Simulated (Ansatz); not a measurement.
**NaAs3H4: relaxation (Ansatz)**

The input file (Ansatz 0.2.0, plane waves):

```yaml
crystal:
  lattice:
    - [1.864165, 3.228823, 0.0]
    - [-1.864165, 3.228823, 0.0]
    - [0.0, -2.152549, 9.396572]
  atoms:
    - { symbol: Na, position: [0.5, 0.5, 0.5] }
    - { symbol: H, position: [0.09568, 0.09568, 0.28704] }
    - { symbol: H, position: [0.90432, 0.90432, 0.71296] }
    - { symbol: H, position: [0.29908, 0.29908, 0.89724] }
    - { symbol: H, position: [0.70092, 0.70092, 0.10276] }
    - { symbol: As, position: [0.22053, 0.22053, 0.66159] }
    - { symbol: As, position: [0.77947, 0.77947, 0.33841] }
    - { symbol: As, position: [0.0, 0.0, 0.0] }
  symmetry: { tolerance: 0.0003 }
kpoints:
  mp_grid: { grid: [6, 6, 6], shift: [0, 0, 0] }
magnetization:
  spin_polarized: false
scf:
  occupations: { method: fermi_dirac }
  lower_state_search: "off"
hamiltonian:
  pseudopotentials: { kind: paw }
  xc: pbe
basis:
  ecutwfc: 420
  fft_grid_basis: typed
relax:
  max_steps: 40
  cell: { p_target: 0.0 }
  f_tol: 0.03
output:
  forces: true
  stress: true
  eigenvalues: true
  populations: true
  elf: true
  write_potential: true
  volumetric_format: npy
  dos:
    e_range: [-12, 8]
    de: 0.05
    projected: { site_lists: { As: [As], H: [H], Na: [Na] } }
  bader: false
checkpoint:
  read: saved_state
```

Run with:

```bash
ansatz run input.yaml --threads 2 --pin off --max-ram 3584MiB --backend cpu --events-out ev --progress --plain --runs-dir out
```

Origin of the cell: a known structure type with other elements, at an estimated volume, so it need not be a known compound.

The smearing width isn't typed, so it takes its default of 0.1 eV.

The saved state is a converged single point of the same cell.

Steps («new basis» is an SCF on plane waves selected anew at the same cell):

```tsv
step	ΔF (meV/atom)	max force component (eV/Å)	P (GPa)	volume (Å³)	SCF iterations	step was
1	0.0	2.609	-2.53	113.12	6	accepted
2	-136.8	2.317	-2.44	109.46	7	accepted
3	-250.7	1.307	-0.71	106.42	8	accepted
4	-212.0	3.711	5.91	104.83	9	rejected
5	-281.5	0.674	-0.04	105.93	12	accepted
6	-299.6	0.041	0.65	105.81	8	accepted
7	-317.1	0.427	1.02	105.73	7	accepted
8	-346.9	0.332	0.88	105.63	8	accepted
9	-371.9	0.255	1.26	105.25	9	accepted
10	-383.0	0.024	0.85	107.07	9	accepted
11	-383.4	0.102	-0.41	110.02	9	accepted
12	-383.9	0.023	0.00	109.38	6	accepted
13	-384.0	0.009	-0.01	109.59	8	accepted
14	-384.1	0.011	0.03	109.71	9	accepted
15	-391.3	0.046	0.67	109.71	9	new basis
16	-394.1	0.060	0.52	111.96	7	accepted
17	-394.7	0.166	-0.20	114.59	6	accepted
18	-394.9	0.052	-0.07	115.09	5	accepted
19	-394.9	0.001	0.00	114.58	6	accepted
20	-395.3	0.001	0.01	114.58	7	new basis
```

The starting structure.

Space group R-3m (No. 166); the run's cell has a = 3.728 Å, b = 3.728 Å, c = 9.640 Å, α = 101.15°, β = 101.15°, γ = 60.00°. Shortest distances: As–H 2.21 Å, As–Na 2.63 Å, H–H 2.76 Å, H–Na 2.94 Å.

After:

Space group R-3m (No. 166); the run's cell has a = 3.295 Å, b = 3.295 Å, c = 12.336 Å, α = 97.67°, β = 97.67°, γ = 60.00°. Shortest distances: As–H 1.59 Å, H–H 2.46 Å, As–Na 3.11 Å, H–Na 3.13 Å, Na–Na 3.29 Å, As–As 3.29 Å.

```xyz
8
Lattice="1.6474 2.8533 0.0000 -1.6474 2.8533 0.0000 0.0000 -1.9022 12.1883" Properties=species:S:1:pos:R:3 pbc="T T T"
Na    0.0000    1.9022    6.0942
H     0.0000    0.0000    3.6069
H     0.0000    3.8045    8.5814
H     0.0000    0.0000   10.1357
H     0.0000    3.8045    2.0526
As    0.0000    0.0000    8.5499
As    0.0000    3.8045    3.6384
As    0.0000    0.0000    0.0000
```

```
Free energy lowered by  : 395.3 meV/atom
Volume change           : 1.30 %
Final pressure          : 0.01 GPa
Relaxation steps listed : 20
```

Caveats: the k mesh is coarse if the cell is a metal; the relaxation held the start's symmetry, so the end may be a saddle point.

It ran for 78 s of wall time on 2 CPU thread(s) of a shared host, from a saved density.
